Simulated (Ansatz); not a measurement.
The relaxed structure here is a generated cell of CsSnI3: the first start was made by placing the elements on the sites of a structure type, and the end was not matched to a known phase here, so it may be hypothetical. Known forms of CsSnI3 include space group No. 62, 221.

A relaxed cell of CsSnI₃ (R-3c (No. 167)), relaxed on a k-mesh at least as fine as the one used below. The numbers are results of PBEsol (plane waves to 420 eV, PAW, scalar-relativistic; Ansatz, a quantum-chemistry and plane-wave program), not measurements. Γ-centred k-mesh 4×4×4 on the run's cell (coarser than for final values), Fermi–Dirac smearing 0.05 eV.

```yaml
crystal:
  lattice:
    - [4.36198, 2.51839, 6.91152]
    - [-4.36198, 2.51839, 6.91152]
    - [0.00000, -5.03678, 6.91152]
  atoms:
    - { symbol: Cs, position: [0.25000, 0.25000, 0.25000] }
    - { symbol: Cs, position: [0.75000, 0.75000, 0.75000] }
    - { symbol: Sn, position: [0.00000, 0.00000, 0.00000] }
    - { symbol: Sn, position: [0.50000, 0.50000, 0.50000] }
    - { symbol: I, position: [0.69510, 0.80490, 0.25000] }
    - { symbol: I, position: [0.25000, 0.69510, 0.80490] }
    - { symbol: I, position: [0.80490, 0.25000, 0.69510] }
    - { symbol: I, position: [0.30490, 0.19510, 0.75000] }
    - { symbol: I, position: [0.75000, 0.30490, 0.19510] }
    - { symbol: I, position: [0.19510, 0.75000, 0.30490] }
```

The atoms are displaced by (Å):

| atom | ux | uy | uz |
|---|---|---|---|
| Cs1 | 0.023 | -0.265 | -0.005 |
| Cs2 | -0.078 | -0.023 | 0.021 |
| Sn3 | 0.142 | -0.100 | -0.065 |
| Sn4 | -0.153 | 0.043 | -0.101 |
| I5 | 0.050 | -0.062 | -0.026 |
| I6 | 0.030 | -0.084 | 0.082 |
| I7 | -0.009 | -0.029 | -0.100 |
| I8 | 0.101 | -0.037 | 0.022 |
| I9 | 0.006 | 0.088 | 0.021 |
| I10 | -0.031 | -0.129 | 0.001 |

Q: What forces (eV/Å) and pressure result?

A: 
```
atom     Fx     Fy     Fz
----  -----  -----  -----
Cs1    0.02   0.12   0.00
Cs2    0.06  -0.03   0.00
Sn3   -0.70   0.43   0.10
Sn4    0.91  -0.28   0.20
I5    -0.08   0.05   0.06
I6     0.29   0.08  -0.22
I7     0.10  -0.18   0.13
I8    -0.16  -0.10  -0.11
I9    -0.13  -0.17   0.06
I10   -0.31   0.08  -0.20
```

Pressure +0.2 GPa.

Q: Estimate the energy cost of the displacement in the harmonic approximation and compare with the calculation.

A: For a harmonic well ΔE = −½ Σ F·u = 0.210 eV a cell, or 21 meV/atom. The calculated energy relative to the undisplaced cell is +0.020 eV/atom, so the harmonic estimate holds well.

No spin polarisation in the result.

The run that gave the undisplaced cell could not lose the symmetry of its start, so the end can be a saddle point.
